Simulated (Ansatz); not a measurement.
# Comparing deformations in Cu3O2

Computed with DFT PBEsol, scalar-relativistic, plane waves, PAW in Ansatz. Settings: plane waves to 420 eV, k-mesh 16×16×16 (Γ-centred), Gaussian smearing 0.15 eV. No spin polarisation. Energies are free energies at this smearing, counted from the undisturbed cell; pressure is positive in compression.

Zero of the scan (relaxed at this level; it needn't be the usual structure):

```yaml
crystal:
  lattice:
    - [-1.98469, 1.98469, 3.63045]
    - [1.98469, -1.98469, 3.63045]
    - [1.98469, 1.98469, -3.63045]
  atoms:
    - { symbol: Cu, position: [0.25000, 0.75000, 0.50000] }
    - { symbol: Cu, position: [0.75000, 0.25000, 0.50000] }
    - { symbol: Cu, position: [0.00000, 0.00000, 0.00000] }
    - { symbol: O, position: [0.00000, 0.50000, 0.50000] }
    - { symbol: O, position: [0.50000, 0.00000, 0.50000] }
```

The cell is strained by ε times a Voigt pattern (xx, yy, zz, yz, xz, xy; engineering shear) with fractional coordinates fixed. τ = (1/V0) dE/dε comes from the stress tensor. Of each scan, only the three points used here are listed.

```csv
pattern,ε,τ (GPa)
"(1, -1, 0, 0, 0, 0)",-0.0200,-3.47
"(1, -1, 0, 0, 0, 0)",0.0000,0.00
"(1, -1, 0, 0, 0, 0)",0.0100,1.72
"(1, 1, 0, 0, 0, 0)",-0.0200,-10.64
"(1, 1, 0, 0, 0, 0)",0.0000,-0.09
"(1, 1, 0, 0, 0, 0)",0.0100,4.32
```

Problem. Which constants do the scans give, and which deformation costs least for the same size of strain tensor?

Solution. The slope dτ/dε at zero (parabola through three points) is pᵀCp: (1, -1, 0, 0, 0, 0) gives C11 + C22 − 2 C12 = 172 GPa; (1, 1, 0, 0, 0, 0) gives C11 + C22 + 2 C12 = 469 GPa. The size of the strain tensor, ε:ε, is ε² times 2.0, 2.0. Per unit of it the stiffnesses are 86, 235 GPa, so (1, -1, 0, 0, 0, 0) is the softest of these: at ε:ε = (1 %)² the quadratic term costs 0.31 meV/atom against 0.84 for the stiffest. These are clamped-ion values.

Forces appear on the atoms along this scan, and letting them relax would lower the energy and soften the response. No gap shows at this level, though a semilocal functional can close a small gap that the real compound has; without a gap these slopes depend on the k mesh and the smearing.

Cost: 10 runs of about 16 core-minutes in all, on Intel Xeon Processor @ 2.50GHz (Skylake/Cascade Lake) (shared hosts).